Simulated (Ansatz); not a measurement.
## KNaW4O12: field gradients at two levels of theory

Cell: a Materials Project structure (computed, not necessarily an observed phase), taken as it stands.

Space group P4/mmm (No. 123); a = 5.5455, c = 7.8486 Å.

```
site  Wyckoff  site symmetry       x       y       z
   K       1b          4/mmm  0.0000  0.0000  0.5000
  Na       1c          4/mmm  0.5000  0.5000  0.0000
   W       4i           2mm.  0.0000  0.5000  0.7510
  O7       8r            ..m  0.2521  0.2521  0.7523
 O15       2e           mmm.  0.0000  0.5000  0.5000
 O16       2f           mmm.  0.0000  0.5000  0.0000
```

One atom of each set is listed.

First run. The numbers come from a DFT calculation in Ansatz (PBE, plane waves and PAW, scalar-relativistic, 420 eV cutoff, Γ-centred 6×6×4 k-points, Fermi–Dirac smearing 0.05 eV).

| site | V_zz (10²¹ V/m²) | η |
| --- | --- | --- |
| K | 0.26 | 0.00 |
| Na | -0.042 | 0.00 |
| W | 1.42 | 0.04 |
| O7 | 3.85 | 0.43 |
| O15 | 4.14 | 0.35 |
| O16 | 3.97 | 0.45 |

Second run. The same atoms and settings, except that the functional is r2SCAN, the cutoff is 500 eV and the mesh is 6×6×5.

Q: What does the second run give?

A: 

```tsv
site	V_zz	η	change of V_zz
K	0.24	0.00	-0.02
Na	-0.062	0.00	-0.02
W	-1.61	0.12	–
O7	4.12	0.41	+0.27
O15	4.28	0.33	+0.14
O16	4.08	0.45	+0.11
```

The largest change of V_zz along a kept axis is on O7, from 3.85 to 4.12. The whole tensor moves most on W, by 1.59 along its most changed direction. In per cent, |V_zz| changes by +3 to +7 on O (all sites that start above 2). On W the largest principal value lies along another axis in the second run, so the two V_zz can't be compared directly.

Without spin–orbit coupling the gradients at and beside W can be off by some per cent, at some sites by more.
For the first run: At this cell the PBE pressure is -7 GPa, so with PBE the cell would shrink if it were relaxed. The entry's cell may itself be off.
For the second run: At this cell the r2SCAN pressure is -13 GPa, so with r2SCAN the cell would shrink if it were relaxed. The entry's cell may itself be off.
